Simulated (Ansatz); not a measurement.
Crystals of one structure type (zinc blende) and one family of elements, relaxed and computed with PBEsol (plane waves, PAW; program Ansatz).

```
crystal  V (Å³/atom)  B₀ by P(V) fit (GPa)
-------  -----------  --------------------
BN              5.86                   385
AlN            10.48                     ?
GaN            11.38                   188
BAs            13.55                   140
GaP            20.11                  84.8
GaAs           22.66                  69.0
InP            25.40                  66.7
```

Fit a straight line to ln B₀ against ln V and predict the withheld value.

Least squares on the 6 shown rows: ln B₀ = -1.25 × ln V + (8.202), with a scatter of 4.8 %. For AlN this gives 193. The run itself gave 200, a miss of 3.5 % of that.

All cells were relaxed under the symmetry of their starts (and spin orders); stability against distortions was not tested throughout. Scalar-relativistic: spin–orbit coupling is off unless named, which matters more the heavier the elements.

Potentials: the earlier of the program's two PAW sets. The files were generated under PBE; for other functionals the program regenerates the frozen cores, and for LDA and PBEsol the local potential too.
